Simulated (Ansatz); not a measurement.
ScB2:
Space group P6/mmm (No. 191); a = b = 3.143 Å, c = 3.524 Å, α = β = 90.00°, γ = 120.00°

```tsv
atom	site	symmetry	x	y	z
Sc	1a	6/mmm	0.0000	0.0000	0.0000
B	2d	-6m2	0.3333	0.6667	0.5000
```

Relaxed at zero pressure with plane-wave PAW r²SCAN (Ansatz code).

Q: The volume is raised by 9 % and shape and atoms relax at that volume. What pressure results, and how do the axes share the change?

A: -14.3 GPa; a 2.6 %, b 2.6 %, c 3.5 %; the energy rises by 43 meV/atom.

Q: Give the new structure.

A: 
Space group P6/mmm (No. 191); a = b = 3.226 Å, c = 3.647 Å, α = β = 90.00°, γ = 120.00°

| atom | site | symmetry | x | y | z |
|---|---|---|---|---|---|
| Sc | 1a | 6/mmm | 0.0000 | 0.0000 | 0.0000 |
| B | 2d | -6m2 | 0.3333 | 0.6667 | 0.5000 |

The phase is kept; no other phase was compared at this pressure.

The workflow started from an entry of the Crystallography Open Database (COD). Whether it is the stable phase at ambient conditions was not checked. Symmetry was held in the r²SCAN relaxation; its stability against distortions is not shown here. The run is not spin-polarised.

Potentials: the later of the program's two PAW sets.
